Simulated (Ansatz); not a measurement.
Y₃SiC: rattling a relaxed structure

It was reached by relaxing an invented guess, and it needn't be the stable form of this composition.

The calculation used DFT PBE, scalar-relativistic, plane waves, PAW in Ansatz 0.2.0. Settings: cutoff 420 eV, Γ-centred mesh 6×6×8 on the computed 10-atom cell, Gaussian smearing of 0.10 eV; no spin polarisation.

The cell below (10 atoms, space group P4/mbm (No. 127)) is relaxed within its symmetry.

```yaml
crystal:
  lattice:
    - [6.73489, 0.00000, 0.00000]
    - [0.00000, 6.73489, 0.00000]
    - [0.00000, 0.00000, 4.87091]
  atoms:
    - { symbol: Y, position: [0.80181, 0.30181, 0.00000] }
    - { symbol: Y, position: [0.69819, 0.80181, 0.00000] }
    - { symbol: Y, position: [0.50000, 0.50000, 0.50000] }
    - { symbol: Y, position: [0.19819, 0.69819, 0.00000] }
    - { symbol: Y, position: [0.30181, 0.19819, 0.00000] }
    - { symbol: Y, position: [0.00000, 0.00000, 0.50000] }
    - { symbol: Si, position: [0.00000, 0.50000, 0.50000] }
    - { symbol: Si, position: [0.50000, 0.00000, 0.50000] }
    - { symbol: C, position: [0.50000, 0.50000, 0.00000] }
    - { symbol: C, position: [0.00000, 0.00000, 0.00000] }
```

For the test it was strained at random (σ = 1.5 % a component), the atoms were moved at random (σ = 0.10 Å), and all was relaxed again on a coarse 4×4×4 mesh (in the run’s order of axes) with 0.20 eV smearing, with no symmetry imposed.

Problem. Does it come back?

Solution. It returns, within 1 meV/atom of the unmoved cell on that mesh and with the same symmetry when read at 0.1 Å (Pmc2_1 at 0.01 Å, so small strains and shifts remain). So it is stable against the distortions that fit this cell and that this random move excites. Modes that don't fit the cell aren't tested.
